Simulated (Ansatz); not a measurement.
## Lattice vibrations of Cu$_{3}$Pt at Γ at 5 GPa

Method: DFT LDA, scalar-relativistic, plane waves, PAW (Ansatz 0.2.0). Cutoff 420 eV, 12×12×12 k-points (Γ-centred), Fermi-Dirac smearing of 0.15 eV. No spin polarisation. Phonons by linear response, acoustic sum rule imposed.

The cell, relaxed at 5 GPa:
```xyz
4
Lattice="3.6034 0.0000 0.0000 0.0000 3.6034 0.0000 0.0000 0.0000 3.6034" Properties=species:S:1:pos:R:3 pbc="T T T"
Cu    0.0000    1.8017    1.8017
Cu    1.8017    0.0000    1.8017
Cu    1.8017    1.8017    0.0000
Pt    0.0000    0.0000    0.0000
```

In a metal, frequencies and elastic constants depend on the k mesh and the smearing, soft modes and shear constants most. Spin–orbit coupling is left out, which can shift energies with elements as heavy as these. Other phases may be more stable at this pressure.

(1) Is this structure stable against zone-centre distortions?

(2) List the optical modes at Γ (i marks imaginary ones).

Results:

(1) Yes, at Γ: no optical mode is imaginary. Strains and other wave vectors aren't tested by this run.

(2)
```csv
frequency (meV),degeneracy
18.6,3
25.0,3
32.4,3
```

Cost: 1 run of about 6.2 core-minutes, on Intel Xeon Platinum 8259CL (Skylake/Cascade Lake) (shared hosts).